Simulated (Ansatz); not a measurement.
MgPd:
```yaml
crystal:
  lattice:
    - [3.10447, 0.00000, 0.00000]
    - [0.00000, 3.10447, 0.00000]
    - [0.00000, 0.00000, 3.10447]
  atoms:
    - { symbol: Mg, position: [0.00000, 0.00000, 0.00000] }
    - { symbol: Pd, position: [0.50000, 0.50000, 0.50000] }
```

Relaxed with LDA. Special points in fractions of this cell's reciprocal vectors: Γ (0.000, 0.000, 0.000); X (0.000, 0.500, 0.000); M (0.500, 0.500, 0.000); R (0.500, 0.500, 0.500).

### Question
List the band energies nearest the Fermi level at these points for LDA (plane waves, PAW; program Ansatz).

### Answer
In eV from the Fermi level; about four levels below and three above (degenerate sets whole), none deeper than 8.9 eV; points with the same levels are listed once.

```
k                          below             above
-  -----------------------------  ----------------
Γ  -4.38 -4.38 -2.20 -2.20 -2.20    7.14 7.14 7.14
X        -3.03 -3.03 -2.09 -0.32  8.52 10.51 10.51
M  -2.91 -2.91 -1.44 -0.37 -0.37   2.70 5.48 13.47
R  -4.53 -4.53 -4.53 -1.39 -1.39    3.37 3.37 3.37
```

Space group Pm-3m (CsCl type). The workflow started from a Materials Project entry (that database holds measured and hypothetical structures alike); the Crystallography Open Database files this formula in space group No. 221, but the cells were not matched. Whether it is the stable phase at ambient conditions was not checked. The LDA relaxation kept the symmetry of its start. At this level the phase is mechanically unstable. No spin polarisation was allowed. Spin–orbit coupling is left out wherever it is not named.

Potentials: the later of the program's two PAW sets.
